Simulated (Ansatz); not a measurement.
The geometry is COD entry 1541266, unchecked; take it as a test cell. The listed cell was then made from it by scaling, straining or moving an atom.

An input for Ta: DFT, PBEsol, all-electron LAPW, scalar-relativistic (Ansatz 0.2.0).

Command: `ansatz run input.yaml --threads 1 --pin off --max-ram 3072MiB --backend cpu --events-out ev --progress --plain --runs-dir out` The run took 24 s on 1 thread of Arm Neoverse V2 (shared host), peak memory 0.4 GiB.

```yaml
crystal:
  lattice:
    - [-1.6457572832, 1.6457572832, 1.6457572832]
    - [1.6457572832, -1.6457572832, 1.6457572832]
    - [1.6457572832, 1.6457572832, -1.6457572832]
  atoms:
    - { symbol: Ta, position: [0.0, 0.0, 0.0] }
kpoints:
  mp_grid: { grid: [17, 17, 17] }
  band_path:
    path:
      - [0.0, 0.0, 0.0]
      - [0.5, -0.5, 0.5]
      - [0.0, 0.0, 0.5]
      - [0.0, 0.0, 0.0]
      - [0.25, 0.25, 0.25]
      - [0.5, -0.5, 0.5]
      - [0.25, 0.25, 0.25]
      - [0.0, 0.0, 0.5]
    npoints: 5
scf:
  occupations: { method: fermi_dirac, width: 0.08 }
hamiltonian:
  xc: pbesol
  pseudopotentials: { kind: all_electron, lapw: { basis_error: 0.0005 } }
output:
  forces: true
  stress: true
  eigenvalues: true
```

Set-up and iterations as logged by Ansatz (the results part is left out, to be predicted):

```
LAPW: plane waves up to 8.656 Å⁻¹, error target 5.0e-4 eV per atom; small_component_spin mean_spin; Ta in spheres of 1.425 Å, 43 of its electrons in bands, Dirac shells []
Engine: ansatz 0.2.0
Pseudopotentials: kind: all_electron
Pseudopotential: Ta, LAPW, valence charge 43, Koelling and Harmon's equation, gaussian nucleus
Functional definition: PBEsol
  exchange = pbesol_x
  correlation = pbesol_c
Crystal: 1 atoms, lattice volume = 17.830 Å³
Basis set: ecut = 285.49229950823053 eV, 201 PW (Γ), exchange–correlation at level 2
Bands: 26, of which v1, the nominal top of the filled ones, is band 22 counted from 1 (21 counted from 0)
Symmetry: 48 space group operations
Space group: Im-3m (ITA 229), of the structure as read, at distance tolerance 2.6e-5 Å
k-points: 165 of 4913
Non-local potential: Ta, projectors of the file, none
Initial density: superposition of atomic densities (chi_scale 0.1, normalization cell)
Initial wavefunctions: plane waves of lowest kinetic energy (no species holds an atomic orbital)
Functional: x = pbesol(κ = 0.804, μ = 0.12345679012345678), c = pbesol(β = 0.046)
iter 1 solved again at ethr=1.81e-4 eV; its pass at ethr=1.00e-1 eV (dr2=7.78e-2 eV) is discarded
SCF iter   1: F=—  HF=-424443.544722 eV  |F-HF|=—  |Δ(HF+E_count)|=         —  Δρ=2.60e-2  dr2=7.82e-2  ethr=1.81e-4  ⟨swp⟩=2.9  Hψ=26581  notcnv=0
SCF iter   2: F=—  HF=-424443.410067 eV  |F-HF|=—  |Δ(HF+E_count)|=   1.35e-1  Δρ=1.32e-2  dr2=2.35e-2  ethr=1.81e-4  ⟨swp⟩=2.0  Hψ=13315  notcnv=0
SCF iter   3: F=—  HF=-424443.395726 eV  |F-HF|=—  |Δ(HF+E_count)|=   1.43e-2  Δρ=9.00e-3  dr2=1.25e-2  ethr=5.47e-5  ⟨swp⟩=2.0  Hψ=12838  notcnv=0
SCF iter   4: F=—  HF=-424443.390908 eV  |F-HF|=—  |Δ(HF+E_count)|=         —  Δρ=5.00e-3  dr2=4.63e-3  ethr=2.91e-5  ⟨swp⟩=2.0  Hψ=12502  notcnv=0
the basis was enlarged: its passes take 889.4 KiB over the memory plan, 1 of 1 planned eigensolver slots
iter 5 solved again at ethr=9.78e-7 eV; its pass at ethr=1.08e-5 eV (dr2=4.21e-4 eV) is discarded
SCF iter   5: F=—  HF=-424443.391321 eV  |F-HF|=—  |Δ(HF+E_count)|=   4.13e-4  Δρ=1.41e-3  dr2=4.20e-4  ethr=9.78e-7  ⟨swp⟩=2.0  Hψ=21605  notcnv=0
SCF iter   6: F=—  HF=-424443.391349 eV  |F-HF|=—  |Δ(HF+E_count)|=   2.77e-5  Δρ=3.38e-4  dr2=1.18e-5  ethr=9.78e-7  ⟨swp⟩=2.0  Hψ=12837  notcnv=0
SCF iter   7: F=—  HF=-424443.391349 eV  |F-HF|=—  |Δ(HF+E_count)|=   1.69e-7  Δρ=5.90e-5  dr2=3.14e-7  ethr=2.74e-8  ⟨swp⟩=2.0  Hψ=12837  notcnv=0
SCF iter   8: F=-424443.391349 eV  HF=-424443.391349 eV  |F-HF|=2.33e-9  |Δ(HF+E_count)|=   1.79e-8  Δρ=5.79e-6  dr2=1.76e-9  ethr=7.31e-10  ⟨swp⟩=2.0  Hψ=12837  notcnv=0
```

Task: What pressure will this run report?

Result: -1.89 GPa (positive in compression).

Task: Is there a band gap?

Result: none: with an odd electron count and no spin polarisation the bands can't all be full, a metal in this set-up (spin order or a larger cell could open a gap).
